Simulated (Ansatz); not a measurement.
GeS in space group P6_3mc (No. 186; Pearson symbol hP12), plane-wave PAW PBE (Ansatz code), all energies at zero smearing, with the estimated change up to a 700 eV cutoff added, with one set of potentials and settings (totals compare only within such a set). Cell of 12 atoms (6 Ge, 6 S): -31183.592 eV.

```json
[
 {"element": "Ge", "reference phase": "Fd-3m, 2 atoms in the cell", "E (eV/atom)": "-4294.9847"},
 {"element": "S", "reference phase": "Fddd, 32 atoms in the cell", "E (eV/atom)": "-902.0599"}
]
```

Formation energy per atom, worked out: (-31183.592 − 6×(-4294.9847) − 6×(-902.0599))/12 = -0.110 eV/atom (-11 kJ per mol of atoms), at 0 K, without zero-point energy or fitted corrections.

The cell is a constructed one: a structure type filled with these elements; neither database checked (COD, Materials Project) lists it. COD files the formula under space group No. 62, so this cell is another polymorph or a model. Whether it is the stable phase at ambient conditions was not checked. The cell was relaxed with PBE under the symmetry of its start; its stability against distortions is not shown here. The references are the lowest solids computed at this level, not always the standard phases.

Potentials: the later of the program's two PAW sets.
